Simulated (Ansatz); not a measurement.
Relaxed TiSi2 (C49 type, space group Cmcm):

```
CELL_PARAMETERS angstrom
      1.77307    -6.78170     0.00000
      1.77307     6.78170     0.00000
      0.00000     0.00000     3.57984
ATOMIC_POSITIONS crystal
  Si 0.94083 0.05917 0.75000
  Si 0.05917 0.94083 0.25000
  Si 0.25028 0.74972 0.75000
  Si 0.74972 0.25028 0.25000
  Ti 0.60319 0.39681 0.75000
  Ti 0.39681 0.60319 0.25000
```

The numbers are results of PBE (plane waves to 420 eV, PAW, scalar-relativistic; Ansatz, an electronic-structure program), not measurements. k mesh 11×11×11 (Γ-centred), Fermi-Dirac smearing 0.05 eV. With partly filled bands, energies and forces of such displacements shift with the k mesh and the smearing. This is one of several known forms of TiSi2; the measured ambient cells at hand have space group No. 70. TiSi2 is run without spin polarisation. TiSi2 was relaxed with its symmetry unable to fall.

One atom of the cell was then moved (with its periodic images), all else fixed, and the forces (eV/Å) came out as:

```json
[
 {"atom": "Si1", "Fx": "0.000", "Fy": "0.550", "Fz": "1.388"},
 {"atom": "Si2", "Fx": "0.000", "Fy": "-0.367", "Fz": "-3.335"},
 {"atom": "Si3", "Fx": "0.000", "Fy": "-0.015", "Fz": "-0.024"},
 {"atom": "Si4", "Fx": "0.000", "Fy": "0.008", "Fz": "0.048"},
 {"atom": "Ti5", "Fx": "0.000", "Fy": "-0.152", "Fz": "1.801"},
 {"atom": "Ti6", "Fx": "0.000", "Fy": "-0.024", "Fz": "0.123"}
]
```

Q: Which atom was moved, and by which vector (Å)?

A: Si2, by (0.00, 0.00, 0.24), 0.24 Å in all.

(For displaced atoms, the force is minus the slope of the energy, and its curvature is a force constant, which sets phonon frequencies.)
